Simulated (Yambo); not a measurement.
G0W0@PBEsol for AlAs (zinc blende, space group F-43m, No. 216) in Yambo (4×4×4 mesh, 10 Ry block, plasmon pole, screening fixed), without a terminator:

```csv
bands N in G,gap Γ → X (eV),shift of the valence edge (eV)
74,2.187,-0.667
132,2.300,-0.924
208,2.352,-1.028
```

Task: Extrapolate both columns to infinite N with E(N) = E∞ + A/N, test the form, and compare with the terminator.

Result: From two points, E∞ = (N2 E2 − N1 E1)/(N2 − N1). The two largest N give 2.44 eV for the gap and -1.21 eV for the shift; the two smallest give 2.44 eV and -1.25 eV. For the gap the slopes A are -19 and -19 eV: the 1/N form holds. For the shift the slopes A are 43 and 38 eV: the 1/N form holds. With the Bruneval-Gonze terminator and 208 bands the run gives 2.38 eV and -1.10 eV, 0.06 eV and 0.11 eV from the extrapolated values: the terminator too is an estimate of the remainder. Block, mesh and the bands in W are held fixed.

The standard potential for As keeps a d shell in the valence without the s and p states of that shell. In tests on such compounds this moved G0W0 gaps by up to about 0.9 eV, so absolute quasiparticle energies here are unreliable; differences between settings are what counts.

Spin-orbit coupling is included.

Geometry relaxed with PBEsol; primitive cell a = b = c = 4.0128 Å, α = β = γ = 60.00°.

A shift is the quasiparticle energy of the state minus its PBEsol energy.
